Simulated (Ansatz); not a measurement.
NiS in space group R3m (No. 160; Ni on 9b, S on 9b) under volume change, plane-wave PAW LDA (Ansatz code), shape and atoms relaxed at each volume.

```tsv
V (Å³/atom)	E − E(relaxed) (meV/atom)	P (GPa)
11.658	62.3	19.01
12.042	26.0	11.52
12.426	[?]	[?]
12.811	0.0	0.00
13.195	5.4	-4.37
13.579	20.4	-8.00
13.963	[?]	[?]
```

Q: Some entries are withheld; supply them.

A: 
- 12.426, E − E(relaxed) (meV/atom): 6.1
- 12.426, P (GPa): 5.25
- 13.963, E − E(relaxed) (meV/atom): 43.3
- 13.963, P (GPa): -11.00

Q: What does a third-order Birch–Murnaghan fit give for V₀, B₀ and B′?

A: V₀ = 12.81 Å³/atom, B₀ = 159 GPa, B′ = 5.0.

The workflow started from a Materials Project entry (that database holds measured and hypothetical structures alike); the Crystallography Open Database files this formula in space group No. 160, but the cells were not matched. Whether it is the stable phase at ambient conditions was not checked. The LDA relaxation kept the symmetry of its start; its stability against distortions is not shown here. The run is not spin-polarised.

Potentials: the later of the program's two PAW sets.
